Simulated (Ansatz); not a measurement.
Te₃As₂:
```cif
data_As8Te12
_chemical_formula_sum 'Te12 As8'
_space_group_name_H-M_alt 'C2/m'
_space_group_IT_number 12
_space_group_name_Hall '-C 2y'
_cell_length_a 15.02638
_cell_length_b 4.03121
_cell_length_c 10.17854
_cell_angle_alpha 90.000
_cell_angle_beta 94.134
_cell_angle_gamma 90.000
loop_
_atom_site_label
_atom_site_type_symbol
_atom_site_symmetry_multiplicity
_atom_site_Wyckoff_symbol
_atom_site_fract_x
_atom_site_fract_y
_atom_site_fract_z
_atom_site_occupancy
Te1 Te 4 i 0.04039 0.00000 0.28856 1
Te2 Te 4 i 0.22248 0.00000 0.66762 1
Te3 Te 4 i 0.36809 0.00000 0.02838 1
As1 As 4 i 0.37875 0.00000 0.56672 1
As2 As 4 i 0.20737 0.00000 0.14086 1
```
(The calculation used a cell of 10 atoms; values per cell refer to that cell.)

Relaxed with r²SCAN.

Problem. Which orbitals make up the states near the band edges in the program Ansatz at the r²SCAN level (PAW)?

Solution. Top 1 eV of the valence band: Te 5p 85 %, As 4s 7 %, As 4p 5 %. Bottom 1 eV of the conduction band: As 4p 46 %, Te 5p 42 %. Projections are on Löwdin-orthogonalised atomic valence shells; empty p or d shells of many metals are not among them.

Problem. Tabulate the density of states.

Solution. States/eV per cell of 10 atoms, in 0.25 eV bins, energy from the valence-band maximum.

```tsv
E (eV)	total	Te 5p	As 4p	Te 5s
-7.85	0.53	0.05	0.01	0.27
-7.60	0.01	0.00	0.00	0.01
-7.35	0.00	0.00	0.00	0.00
-7.10	0.00	0.00	0.00	0.00
-6.85	0.00	0.00	0.00	0.00
-6.60	0.00	0.00	0.00	0.00
-6.35	0.00	0.00	0.00	0.00
-6.10	0.00	0.00	0.00	0.00
-5.85	0.00	0.00	0.00	0.00
-5.60	1.56	0.85	0.65	0.04
-5.35	4.97	2.66	2.13	0.12
-5.10	3.89	2.05	1.68	0.11
-4.85	4.21	2.23	1.81	0.10
-4.60	5.58	2.96	2.35	0.17
-4.35	7.49	3.97	3.18	0.20
-4.10	7.66	4.11	3.13	0.28
-3.85	6.70	3.65	2.64	0.28
-3.60	8.58	4.67	3.41	0.34
-3.35	8.06	4.41	3.18	0.29
-3.10	7.86	4.21	3.19	0.29
-2.85	7.21	3.76	2.95	0.29
-2.60	7.09	3.57	3.03	0.24
-2.35	5.10	2.67	2.09	0.16
-2.10	4.70	2.66	1.74	0.14
-1.85	6.15	4.20	1.56	0.12
-1.60	6.64	5.08	1.12	0.12
-1.35	7.63	6.14	0.98	0.13
-1.10	8.54	7.26	0.66	0.10
-0.85	8.67	7.58	0.44	0.05
-0.60	8.51	7.14	0.47	0.06
-0.35	5.34	4.49	0.26	0.03
-0.10	1.87	1.57	0.07	0.01
0.15	0.00	0.00	0.00	0.00
0.40	0.00	0.00	0.00	0.00
0.65	0.44	0.16	0.21	0.03
0.90	1.86	0.77	0.83	0.10
1.15	5.62	2.35	2.59	0.24
1.40	7.30	3.17	3.34	0.24
1.65	8.30	3.75	3.76	0.22
1.90	7.25	3.31	3.28	0.18
2.15	7.84	3.59	3.54	0.16
2.40	7.80	3.46	3.56	0.20
2.65	7.99	3.55	3.62	0.20
2.90	8.66	3.86	3.90	0.22
3.15	7.88	3.54	3.54	0.19
3.40	7.33	3.29	3.28	0.18
3.65	5.89	2.63	2.62	0.16
3.90	4.91	2.17	2.13	0.14
4.15	3.83	1.63	1.59	0.10
4.40	3.06	1.15	1.09	0.07
4.65	2.86	0.50	0.43	0.03
4.90	3.19	0.18	0.13	0.01
5.15	3.45	0.12	0.08	0.00
5.40	3.05	0.10	0.07	0.00
```

The first step of the workflow began from a Materials Project structure, measured or hypothetical; the Crystallography Open Database files this formula in space group No. 12, but the cells were not matched. Its standing as an ambient phase is unchecked. Symmetry was held in the r²SCAN relaxation; its stability against distortions is not shown here. A crystal of weakly bound chains computed without a dispersion correction: the cell and the soft elastic constants depend strongly on that. Scalar-relativistic: spin–orbit coupling is off unless named, which matters more the heavier the elements.

Potentials: the later of the program's two PAW sets.
